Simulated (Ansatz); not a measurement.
## Mg2NCl (R-3m) under strain

A 4-atom cell of Mg2NCl (R-3m) from a materials database, relaxed with r2SCAN in the plane-wave code Ansatz. It is trigonal, R-3m (No. 166); a = 3.293 Å, c = 17.814 Å in the conventional setting, 13.94 Å³ an atom. Around Mg lie 3 N at 2.15 Å and 3 Cl at 2.74 Å; around N lie 6 Mg at 2.15 Å; around Cl lie 6 Mg at 2.74 Å.

The axes x, y and z are those of this cell:
```
CELL_PARAMETERS angstrom
1.64661 0.95067 5.93796
-1.64661 0.95067 5.93796
0.00000 -1.90134 5.93796
ATOMIC_POSITIONS crystal
Mg 0.22291 0.22291 0.22291
Mg 0.77709 0.77709 0.77709
N 0.50000 0.50000 0.50000
Cl 0.00000 0.00000 0.00000
```

Unstrained: PBE gives a direct gap of 2.437 eV at Γ. r2SCAN gives a direct gap of 3.120 eV at Γ. The HSE06 gap is direct at Γ: 3.650 eV. Meshes: PBE 10×10×10, r2SCAN 10×10×10, HSE06 6×6×6. Strains are changes of length per length. After each strain the atoms were relaxed again with r2SCAN in this cell and within any symmetry left, so distortions that break it or need a larger cell weren't tested; points keep the names that they have in the unstrained zone. No spin polarisation and no zero-point or thermal motion.

Changes of the least gap in eV (an overlap counts as a negative gap):
```
                                                       strain  volume change (%)  space group     PBE  r2SCAN   HSE06  energy rise, r2SCAN (meV/atom)
                                     uniaxial +4.93 % along y               +4.9         C2/m  -0.297  -0.314  -0.323                            21.5
epitaxial +1.92 % in the xy plane, free normal strain -0.55 %               +3.3         R-3m  -0.083  -0.088  -0.108                             8.1
                           biaxial +0.37 % in x and y, z held               +0.7         R-3m  -0.022  -0.023  -0.028                             0.3
                                     uniaxial +1.53 % along x               +1.5         C2/m  -0.085  -0.089  -0.093                             2.2
```

Uniaxial +4.93 % along y, other directions held. HSE06: the gap goes from 3.650 to 3.327 eV (-0.323 eV); with r2SCAN the top three valence levels at Γ, grouped 2+1 from the top over 1033 meV, become 1+1+1 over 903 meV. Stress change with r2SCAN, compression positive: xx -1.90, yy -9.41, zz -1.04, yz -0.66 GPa.

Epitaxial +1.92 % in the xy plane, free normal strain -0.55 %. HSE06: the gap goes from 3.650 to 3.542 eV (-0.108 eV); with r2SCAN the top three valence levels at Γ, grouped 2+1 from the top over 1033 meV, become 2+1 over 800 meV. Stress change with r2SCAN, compression positive: xx -4.67, yy -4.67, zz -0.02 GPa.

Biaxial +0.37 % in x and y, z held. HSE06: the gap goes from 3.650 to 3.622 eV (-0.028 eV); with r2SCAN the top three valence levels at Γ, grouped 2+1 from the top over 1033 meV, become 2+1 over 992 meV. Stress change with r2SCAN, compression positive: xx -0.98, yy -0.98, zz -0.17 GPa.

Uniaxial +1.53 % along x, other directions held. HSE06: the gap goes from 3.650 to 3.557 eV (-0.093 eV); with r2SCAN the top three valence levels at Γ, grouped 2+1 from the top over 1033 meV, become 1+1+1 over 987 meV. Stress change with r2SCAN, compression positive: xx -3.27, yy -0.68, zz -0.36, yz +0.18 GPa.

The splittings at Γ are without spin-orbit coupling, which regroups them where it is of like size.
